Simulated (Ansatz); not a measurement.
Input and command of a plane-wave DFT calculation in Ansatz:

```yaml
crystal:
  lattice:
    - [3.84780446, 0.0, 0.0]
    - [0.0, 3.9609522555, 0.0]
    - [0.0, 0.0, 7.979437685]
  atoms:
    - { symbol: Ti, position: [0.0, 0.5, 0.2646642642] }
    - { symbol: Ti, position: [0.0, 0.5, 0.7353357358] }
    - { symbol: Ti, position: [0.5, 0.5, 0.0] }
    - { symbol: Al, position: [0.0, 0.0, 0.0] }
    - { symbol: Al, position: [0.0, 0.0, 0.5] }
    - { symbol: Al, position: [0.5, 0.5, 0.5] }
    - { symbol: Al, position: [0.5, 0.0, 0.2416139455] }
    - { symbol: Al, position: [0.5, 0.0, 0.7583860545] }
basis:
  ecutwfc: 420
kpoints:
  mp_grid: { grid: [10, 10, 6] }
hamiltonian:
  xc: lda
scf:
  occupations: { method: fermi_dirac, width: 0.15 }
output:
  forces: true
  stress: true
  eigenvalues: true
relax:
  adjacent_minimum: "off"
  f_tol: 0.001
  max_steps: 60
  cell: { stress_tol: 0.01 }
```

```bash
ansatz run input.yaml --threads 4 --pin off --max-ram 12288MiB --backend cpu --events-out ev --progress --plain --runs-dir out
```

Processor: Arm Neoverse V2, 4 threads, on a host shared with other jobs.

Q: How long does it run, and how much memory does it take?

A: About 46 s on 4 threads of Arm Neoverse V2, on a shared host, peak memory 0.77 GiB. It solves 35 bands at 144 k points (the mesh reduced by symmetry) with about 2407 plane waves (on the last cell), in 34 SCF iterations over 5 ionic steps.
